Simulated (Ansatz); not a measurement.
**Bands of Ba$_{2}$C**

```
C Ba
1.0
     0.00000    3.51952    3.51952
     3.51952    0.00000    3.51952
     3.51952    3.51952    0.00000
C Ba
1 2
Direct
  0.00000 0.00000 0.00000
  0.25000 0.25000 0.25000
  0.75000 0.75000 0.75000
```

Atom numbers follow the list: C1, Ba2, Ba3.

The cell was built from the fluorite type and relaxed in the same program, and has space group Fm-3m; it needn't be a known or the stable phase.

Spin–orbit coupling is left out, though it moves levels of the heavy atoms by tenths of an eV or more.

All numbers below come from DFT, PBE, all-electron LAPW, scalar-relativistic in Ansatz 0.2.0.

Numerical set-up: a Γ-centred 10×10×10 k mesh, Fermi–Dirac smearing of 0.05 eV, basis error target 1 meV/atom, no spin polarisation.

Points in fractions of the reciprocal vectors of this cell: Γ (0, 0, 0), X (0.5, 0, 0.5), U (0.625, 0.25, 0.625), K (0.375, 0.375, 0.75), L (0.5, 0.5, 0.5), W (0.5, 0.25, 0.75). The path joins them by straight lines in the order Γ–X–U–K–Γ–L–W–X; legs that retrace an earlier one aren't tabulated. Energies are in eV from the Fermi level.

(1) List the levels at W between -5 and 3 eV.

(2) List the levels at Γ between -5 and 3 eV.

(3) List the levels at U between -5 and 3 eV.

(4) What is the band gap?

## Answers

(1) -0.74, -0.72 (×2), 0.71, 2.02 (×2), 2.93.

(2) -1.87 (×3), 0.01, 0.30 (×2).

(3) -1.05, -0.53, -0.27, 0.11, 1.93, 2.10.

(4) None at this level of theory (metallic, semimetallic, or a small gap that the functional closes).
